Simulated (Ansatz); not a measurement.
## Si2PRh2: reading a single point

```
Si P Rh
1.0
     0.00000    3.91306    0.00000
     3.91306    0.00000    0.00000
     1.95653    1.95653   -4.80216
Si P Rh
2 1 2
Direct
  0.36200 0.36200 0.27600
  0.63800 0.63800 0.72400
  0.00000 0.00000 0.00000
  0.75000 0.25000 0.50000
  0.25000 0.75000 0.50000
```

Single point in Ansatz 0.2.0 with PBE, no spin polarisation. Cutoff 420 eV, PAW datasets, 7×7×7 Γ-centred k mesh, gaussian filling (width 0.0164 eV).

(1) Where is the largest force?

(2) Which element gives electrons and which takes them?

(3) What is the formation energy?

(4) What happens at the Fermi level?

(5) What does the stress say?

Origin: a known structure type with other elements, at an estimated volume, so it need not be a known compound. Caveats: atoms or cell far from equilibrium.

Answers

(1) The largest is on Si1 (and as large on other atoms): 4.50 eV/Å, components (0.00, 0.00, 4.50). It makes 119° with the line to a nearest neighbour, Rh4 at 2.23 Å.

(2) Bader charges in e: Si +1.22, P -0.04, Rh -1.20. In the mean Si gives up most and Rh takes most.

(3) 0.07 eV an atom against the elements' usual phases (free molecules for gases, crystals otherwise, with no correction for O₂ or N₂), so at this geometry it isn't bound against them. Relaxing would lower it.

(4) It is a metal, with about 2.7 states/eV a cell as the mean within 0.25 eV of the Fermi level, mostly Rh d (39 %), P p (36 %) and Si p (15 %).

(5) The pressure is 21.4 GPa (compression positive), so with the atoms held at these fractions the cell would first expand; the forces are large, so a full relaxation may end otherwise. The principal stresses 8.3, 27.9, 27.9 GPa differ, so its shape would change too.
